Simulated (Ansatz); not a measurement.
CaB6 (space group Pm-3m)

```yaml
crystal:
  lattice:
    - [4.13683, 0.00000, 0.00000]
    - [0.00000, 4.13683, 0.00000]
    - [0.00000, 0.00000, 4.13683]
  atoms:
    - { symbol: Ca, position: [0.00000, 0.00000, 0.00000] }
    - { symbol: B, position: [0.20192, 0.50000, 0.50000] }
    - { symbol: B, position: [0.79808, 0.50000, 0.50000] }
    - { symbol: B, position: [0.50000, 0.20192, 0.50000] }
    - { symbol: B, position: [0.50000, 0.79808, 0.50000] }
    - { symbol: B, position: [0.50000, 0.50000, 0.20192] }
    - { symbol: B, position: [0.50000, 0.50000, 0.79808] }
```

This relaxed cell (volume V₀) is scaled evenly in all directions, its shape held. The atoms relax within the cell's symmetry.

Method: r2SCAN (plane waves to 500 eV, PAW, scalar-relativistic; Ansatz, an electronic-structure program). k mesh 8×8×8 (Γ-centred), Fermi-Dirac smearing 0.05 eV. The energy includes the smearing's −TS. Compression counts positive. CaB6 was relaxed with its symmetry unable to fall. The zero of ΔE is the relaxed starting cell. The last digit holds for this mesh only.

```
V (Å³/atom)  ΔE (meV/atom)
-----------  -------------
8.495                162.3
8.900                 85.2
9.304                 35.4
9.709                  8.3
10.114                 0.0
10.518                 7.4
10.923            withheld
11.327                59.0
11.732                99.3
```

### Question
Fit a third-order Birch-Murnaghan form (E₀, V₀, B₀, B₀′ free) to the given rows and predict ΔE at V = 10.923.

### Answer
Least squares on the 8 given rows: ΔE = E₀ + (9V₀B₀/16)·y²·[2 + (B₀′ − 4)y], y = (V₀/V)^(2/3) − 1, with V₀ = 10.113 Å³/atom, B₀ = 154.4 GPa (160.2 GPa = 1 eV/Å³; the term in eV is multiplied by 1000), B₀′ = 3.58, E₀ = 0.02 meV/atom; root-mean-square residual 0.05 meV/atom. At 10.923 the fit gives 27.8 meV/atom; the calculation gives 27.8 meV/atom, the same to the digits shown. For the pressure the fit gives -10.4 GPa against the computed -10.4 GPa.

(A scan under strain: stresses follow from slopes of the energy per volume, elastic moduli from its curvatures.)
